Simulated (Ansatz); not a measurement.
Input file for Ansatz (a first-principles code):

Ansatz 0.2 input:
```yaml
crystal:
  lattice:
    - [-5.0577565335, 5.0577565335, 2.5417593509]
    - [5.0577565335, -5.0577565335, 2.5417593509]
    - [5.0577565335, 5.0577565335, -2.5417593509]
  atoms:
    - { symbol: Ti, position: [0.3202641116, 0.2949660248, 0.1896614606] }
    - { symbol: Ti, position: [0.869397349, 0.6797358884, 0.9747019132] }
    - { symbol: Ti, position: [0.1053045642, 0.130602651, 0.8103385394] }
    - { symbol: Ti, position: [0.7050339752, 0.8946954358, 0.0252980868] }
    - { symbol: Ti, position: [0.0077009391, 0.3373742376, 0.3842990368] }
    - { symbol: Ti, position: [0.3765980977, 0.9922990609, 0.3296732985] }
    - { symbol: Ti, position: [0.9530752008, 0.6234019023, 0.6157009632] }
    - { symbol: Ti, position: [0.6626257624, 0.0469247992, 0.6703267015] }
    - { symbol: Ti, position: [0.9769394603, 0.9451823609, 0.4017372817] }
    - { symbol: Ti, position: [0.4247978214, 0.0230605397, 0.9682429007] }
    - { symbol: Ti, position: [0.5434450792, 0.5752021786, 0.5982627183] }
    - { symbol: Ti, position: [0.0548176391, 0.4565549208, 0.0317570993] }
    - { symbol: Ge, position: [0.51076411, 0.7649595598, 0.3266702952] }
    - { symbol: Ge, position: [0.8159061852, 0.48923589, 0.2541954498] }
    - { symbol: Ge, position: [0.4382892646, 0.1840938148, 0.6733297048] }
    - { symbol: Ge, position: [0.2350404402, 0.5617107354, 0.7458045502] }
kpoints:
  mp_grid: { grid: [9, 9, 9] }
basis: { xc_grid: 2, fft_grid_basis: typed }
hamiltonian:
  xc: pbesol
  pseudopotentials: { kind: paw }
scf:
  occupations: { method: gaussian, width: 0.05 }
checkpoint: { read: metal.run }
output: { write_density: true, elf: true, volumetric_format: npy }
```

Output (shortened):

```
Pseudopotentials: kind: paw
Pseudopotential: Ti, paw, valence charge 12
Pseudopotential: Ge, paw, valence charge 14
Functional definition: PBEsol
Crystal: 16 atoms, lattice volume = 260.082 Å³
Basis set: ecut = 420 eV, 5093 PW (Γ), exchange–correlation on 108×108×108 points (8 copies of the dense FFT grid, shifted against one another)
Bands: 120, of which v1, the nominal top of the filled ones, is band 100 counted from 1 (99 counted from 0)
Symmetry: 4 space group operations
Space group: I-4 (ITA 82), of the structure as read, at distance tolerance 6.4e-5 Å
k-points: 105 of 729 (time reversal used)
PAW frozen core: Ti, regenerated for the run's functional, and the local potential with it
PAW frozen core: Ge, regenerated for the run's functional, and the local potential with it
Initial density: read from a saved state, or passed on in memory by an earlier SCF of this step, an earlier step, the calling program or the single point that …
Stability of the state it starts from, as read at its close in the unpolarized treatment …
Initial wavefunctions: pseudopotential atomic-orbital guess
Eigensolver: davidson
Functional: x = pbesol(κ = 0.804, μ = 0.12345679012345678), c = pbesol(β = 0.046)
iter 1 solved again at ethr=3.11e-6 eV; its pass at ethr=3.10e-3 eV (dr2=6.23e-3 eV) is discarded
SCF iter   1: F=—  HF=-46708.682665 eV  |F-HF|=—  |Δ(HF+E_count)|=         —  Δρ=4.19e-6  dr2=2.37e-8  ethr=3.11e-6  ⟨swp⟩=2.7  Hψ=68266  notcnv=0
all-band conjugate gradients solve this SCF's bands
preconditioner: auto → Kerker (q_TF=auto, 2.611 Å⁻¹)
SCF iter   2: F=—  HF=-46708.682903 eV  |F-HF|=—  |Δ(HF+E_count)|=   2.38e-4  Δρ=2.76e-6  dr2=1.24e-8  ethr=1.18e-11  ⟨swp⟩=4.1  Hψ=53161  notcnv=0
SCF iter   3: F=-46708.682902 eV  HF=-46708.682902 eV  |F-HF|=3.99e-9  |Δ(HF+E_count)|=   3.25e-9  Δρ=1.62e-6  dr2=4.01e-9  ethr=6.18e-12  ⟨swp⟩=1.0  Hψ=27295  notcnv=0
SCF 1 converged in 3 iterations: F = -46708.682902 eV  dr2 = 4.01e-9
SCF converged after 3 iterations
Free energy (F): -46708.682902 eV
Harris-Foulkes:  -46708.682902 eV  (|F-HF|=3.99e-9)
Internal energy: -46708.657447 eV  (E = F + TS)
E sigma→0 (E₀):  -46708.670175 eV
Entropy (-TS):   -0.025456 eV (-1.591 meV/atom)
Fermi energy:    13.573624 eV
--- Per-component energies (eV) ---
  E_band       = -2088.162764
  E_kinetic    = 3728.912707
  E_local      = -17903.410170  (includes V_loc(G=0)·N_el)
  E_nonlocal   = 1793.614640
  E_hartree    = 7662.755216
  E_xc         = -1471.770517
  E_vxc        = -1732.178259  (∫ρ·V_xc dr)
  E_paw        = -20187.108936  (= ΣΔE_a)
  E_vpaw       = -3300.607824  (= ΣTr[D̂ρ^β])
  E_aug_tail   = 0.002524  (compensation charges beyond the density's cutoff)
  E_ewald      = -20336.997267
  E_core_change = 5.344357  (= ΣΔE_core)
  E_smearing   = -0.025456  (= −TS)
  E_closure    =  0.000000  (closes the sum)
  Σ components = -46708.682902   (vs F -46708.682902, Δ=0.00e0)
  [band-id]    e_kinetic+e_local+e_nonlocal+2·e_hartree+e_vxc+e_vpaw+e_augmentation_tail = -2088.155951   (vs E_band -2088.162764, Δ=6.81e-3)
--- Band table (eV; the first three rows and the last of 105) ---
  k-point 0: bands = ["-42.7609", "-42.7281", "-42.7222", "-42.7222", "-42.6411", "-42.6135", "-42.5726", "-42.5726", "-42.5684", "-42.5607", "-42.5460", "-42.5460", "-19.3038", "-19.2871", "-19.2871", "-19.2614", "-19.2216", "-19.2083", "-19.1941", "-19.1941", "-19.1927", "-19.1593", "-19.1593", "-19.1493", "-19.1064", "-19.0810", "-19.0782", "-19.0782", "-19.0646", "-18.9883", "-18.9883", "-18.9813", "-18.9606", "-18.9347", "-18.9243", "-18.9243", "-18.9242", "-18.9112", "-18.8960", "-18.8629", "-18.8621", "-18.8621", "-18.8110", "-18.8110", "-18.7466", "-18.7077", "-18.7077", "-18.6998", "-10.0156", "-10.0156", "-10.0130", "-10.0124", "-10.0092", "-10.0070", "-10.0070", "-10.0070", "-10.0022", "-10.0009", "-10.0009", "-10.0009", "-9.9992", "-9.9992", "-9.9981", "-9.9959", "-9.9876", "-9.9876", "-9.9870", "-9.9852", "3.6223", "4.9402", "4.9402", "5.2750", "9.0655", "9.2064", "10.2517", "10.2517", "10.8056", "10.8056", "10.9659", "11.3817", "11.4765", "11.5567", "11.5581", "11.5581", "11.8127", "12.3951", "12.4778", "12.4778", "12.5449", "12.6957", "12.8115", "12.8115", "12.8580", "12.8656", "13.1462", "13.1622", "13.1628", "13.1628", "13.2172", "13.4264", "13.4264", "13.4397", "13.9946", "14.1194", "14.3126", "14.3126", "14.3865", "14.6737", "14.6737", "14.8249", "15.0999", "15.1837", "15.1837", "15.1939", "15.2913", "15.3849", "15.5382", "15.7064", "15.7064", "15.9180"]
  k-point 1: bands = ["-42.7603", "-42.7284", "-42.7230", "-42.7220", "-42.6404", "-42.6133", "-42.5776", "-42.5726", "-42.5649", "-42.5605", "-42.5460", "-42.5455", "-19.3022", "-19.2877", "-19.2855", "-19.2607", "-19.2204", "-19.2150", "-19.2092", "-19.1938", "-19.1821", "-19.1643", "-19.1574", "-19.1426", "-19.1115", "-19.0868", "-19.0777", "-19.0693", "-19.0576", "-18.9894", "-18.9856", "-18.9845", "-18.9659", "-18.9351", "-18.9296", "-18.9210", "-18.9140", "-18.9078", "-18.8951", "-18.8658", "-18.8629", "-18.8600", "-18.8125", "-18.8119", "-18.7453", "-18.7121", "-18.7077", "-18.7006", "-10.0157", "-10.0156", "-10.0131", "-10.0124", "-10.0092", "-10.0076", "-10.0070", "-10.0066", "-10.0021", "-10.0010", "-10.0009", "-10.0008", "-9.9994", "-9.9992", "-9.9979", "-9.9958", "-9.9878", "-9.9876", "-9.9867", "-9.9852", "3.6493", "4.8886", "4.9502", "5.2749", "9.0970", "9.2390", "10.2039", "10.2645", "10.7287", "10.8010", "11.0150", "11.3273", "11.4006", "11.4456", "11.6114", "11.6734", "11.9158", "12.3101", "12.4425", "12.5014", "12.6335", "12.6794", "12.7937", "12.8109", "12.8471", "12.8921", "13.1039", "13.1450", "13.1669", "13.2302", "13.2556", "13.3961", "13.4434", "13.4814", "13.9600", "14.0861", "14.3101", "14.3282", "14.4183", "14.6395", "14.6784", "14.8407", "15.0852", "15.1609", "15.1881", "15.2143", "15.2930", "15.3712", "15.5245", "15.6945", "15.7283", "15.9036"]
  k-point 2: bands = ["-42.7587", "-42.7288", "-42.7250", "-42.7215", "-42.6387", "-42.6126", "-42.5845", "-42.5726", "-42.5628", "-42.5589", "-42.5461", "-42.5442", "-19.2986", "-19.2878", "-19.2813", "-19.2601", "-19.2345", "-19.2179", "-19.2129", "-19.1935", "-19.1846", "-19.1711", "-19.1525", "-19.1347", "-19.1185", "-19.0962", "-19.0755", "-19.0584", "-19.0377", "-18.9965", "-18.9906", "-18.9787", "-18.9708", "-18.9359", "-18.9321", "-18.9184", "-18.9034", "-18.9008", "-18.8877", "-18.8725", "-18.8635", "-18.8571", "-18.8157", "-18.8135", "-18.7446", "-18.7220", "-18.7078", "-18.7030", "-10.0157", "-10.0153", "-10.0132", "-10.0124", "-10.0092", "-10.0082", "-10.0070", "-10.0064", "-10.0020", "-10.0011", "-10.0009", "-10.0006", "-9.9997", "-9.9993", "-9.9975", "-9.9957", "-9.9881", "-9.9877", "-9.9863", "-9.9851", "3.7269", "4.7557", "4.9779", "5.2664", "9.1763", "9.3363", "10.0766", "10.3084", "10.6186", "10.7884", "11.0240", "11.0845", "11.3905", "11.4682", "11.6749", "11.7362", "12.0684", "12.2387", "12.4388", "12.5415", "12.6218", "12.6997", "12.7741", "12.7925", "12.8504", "12.9688", "13.0492", "13.1075", "13.1853", "13.2959", "13.3076", "13.4119", "13.4831", "13.5258", "13.9070", "14.0438", "14.2857", "14.2977", "14.4645", "14.6091", "14.7277", "14.8549", "15.0409", "15.1391", "15.1991", "15.2230", "15.2811", "15.3813", "15.5094", "15.6335", "15.7681", "15.8974"]
  k-point 104: bands = ["-42.7506", "-42.7314", "-42.7268", "-42.7267", "-42.6264", "-42.6093", "-42.6078", "-42.5791", "-42.5588", "-42.5540", "-42.5418", "-42.5417", "-19.3074", "-19.2765", "-19.2689", "-19.2656", "-19.2378", "-19.2268", "-19.2239", "-19.2099", "-19.2073", "-19.1981", "-19.1506", "-19.1314", "-19.0947", "-19.0920", "-19.0523", "-19.0387", "-19.0133", "-19.0119", "-18.9857", "-18.9761", "-18.9676", "-18.9497", "-18.9298", "-18.8979", "-18.8966", "-18.8927", "-18.8777", "-18.8762", "-18.8621", "-18.8331", "-18.8162", "-18.7921", "-18.7845", "-18.7488", "-18.7194", "-18.7183", "-10.0151", "-10.0141", "-10.0139", "-10.0133", "-10.0093", "-10.0092", "-10.0090", "-10.0052", "-10.0020", "-10.0014", "-10.0014", "-10.0003", "-10.0000", "-9.9975", "-9.9975", "-9.9955", "-9.9894", "-9.9859", "-9.9857", "-9.9854", "4.2711", "4.6080", "4.6280", "5.0479", "9.4749", "9.6755", "9.6864", "10.1552", "10.4389", "10.8230", "10.8756", "11.2079", "11.4380", "11.4590", "11.6570", "11.9006", "12.0491", "12.2173", "12.3351", "12.3735", "12.5237", "12.6935", "12.8496", "12.8589", "12.9269", "13.0197", "13.0322", "13.1573", "13.2797", "13.3076", "13.4288", "13.4982", "13.6196", "13.6875", "13.7417", "14.1470", "14.2558", "14.3630", "14.4000", "14.4976", "14.7612", "14.7828", "14.9297", "15.0837", "15.2047", "15.3473", "15.4734", "15.4849", "15.5006", "15.6634", "15.7746", "15.7973"]
  band table: 120 of 120 bands, residual norms ≤ 1.0e-3 eV
```

Cost: roughly 8 core-minutes on shared cores.

The workflow started from a Materials Project entry (that database holds measured and hypothetical structures alike); the Crystallography Open Database copy checked does not list it. Whether it is the stable phase at ambient conditions was not checked. The PBEsol relaxation kept the symmetry of its start; its stability against distortions is not shown here. No spin polarisation was allowed. Spin–orbit coupling is left out wherever it is not named.

Potentials: the later of the program's two PAW sets.

Ansatz is a plane-wave DFT program.
